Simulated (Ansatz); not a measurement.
Question: Tc (dhcp (α-La type), P6_3/mmc) is relaxed with r²SCAN in the plane-wave PAW code Ansatz. What lattice parameters of the conventional cell result?

Answer: a = 2.736 Å, c = 8.771 Å.

The first step of the workflow began from a Materials Project structure, measured or hypothetical. Its sites differ from those of the usual phase in this space group: another stacking or structure type. The r²SCAN relaxation kept the symmetry of its start; its stability against distortions is not shown here. The run is not spin-polarised. Axis ratios of metals converge slowly with the k-mesh, so a and c are less sure than the volume.

Potentials: the later of the program's two PAW sets.
